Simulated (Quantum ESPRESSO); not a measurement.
## ScAlN2 (changed cell): field gradients at the nuclei

```
AlScN2
1.0
    3.33323     0.00000     0.00000
   -1.66661     2.88666     0.00000
    0.00000     0.00000     5.20229
Sc Al N
1 1 2
Direct
  0.66667   0.33333   0.48911
  0.33333   0.66667   0.00118
  0.66667   0.33333   0.90476
  0.33333   0.66667   0.36495
```
The cell was made here from a computed Materials Project entry: one of 2 Al replaced by Sc, cell and atoms relaxed (PBE without dispersion, pw.x of a modified build of Quantum ESPRESSO, symmetry kept). The parent is AlN in P6₃mc. The swapped cell is a model, not a known phase. Stability against distortions was not tested. The run has no spin polarisation.

Computed: field gradients by PBE PAW (JTH datasets; density from pw.x of Quantum ESPRESSO, gradients reconstructed from it by a script), 25 Ha, k-mesh 8×8×5 through Γ.

```tsv
site	site symmetry	Vzz (a.u.)	η_Q	∣C_Q∣ (MHz)
Sc (atom 1)	3m	0.246	0.00	12.7 (⁴⁵Sc)
Al (atom 2)	3m	-0.031	0.00	1.08 (²⁷Al)
N1 (atom 3)	3m	-0.270	0.00	1.30 (¹⁴N)
N2 (atom 4)	3m	0.143	0.00	0.69 (¹⁴N)
```

Quadrupole moments taken as inputs (sizes, barn, from the tables of PySCF and pymatgen): ⁴⁵Sc 0.22, ²⁷Al 0.1466, ¹⁴N 0.0204.

Convention: |Vzz| is the largest principal value, η_Q = (Vxx − Vyy)/Vzz, |C_Q| = |eQVzz/h|. Cores are frozen. Against all-electron runs on small test molecules, this scheme's |Vzz| missed by −11 % on Sc, −7 % on Al, under 1 % on N. Static lattice: thermal averaging is not included.
